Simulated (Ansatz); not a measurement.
Al (bcc (W type), Im-3m) at seven volumes, LDA (plane waves, PAW; program Ansatz), scaled uniformly. One row is withheld.

```tsv
V (Å³/atom)	P (GPa)
14.763	8.50
15.250	5.22
15.736	2.41
16.223	0.00
16.710	-2.09
17.196	-3.87
17.683	?
```

Fit the shown pressures and predict the withheld one.

P = (3/2)B₀(x^(7/2) − x^(5/2))[1 + (3/4)(B′ − 4)(x − 1)] with x = (V₀/V)^(2/3). Least squares on the six rows gives V₀ = 16.222 Å³/atom, B₀ = 74.6 GPa, B′ = 4.02. At V = 17.683, x = 0.9441 and P = -5.41 GPa. The run itself gave -5.38 GPa.

The first step of the workflow began from a Materials Project structure, measured or hypothetical; the Crystallography Open Database copy checked does not list it. It is not the phase usual at ambient conditions (space group No. 225). Symmetry was held in the LDA relaxation. At this level the phase is mechanically unstable.

Potentials: the later of the program's two PAW sets.
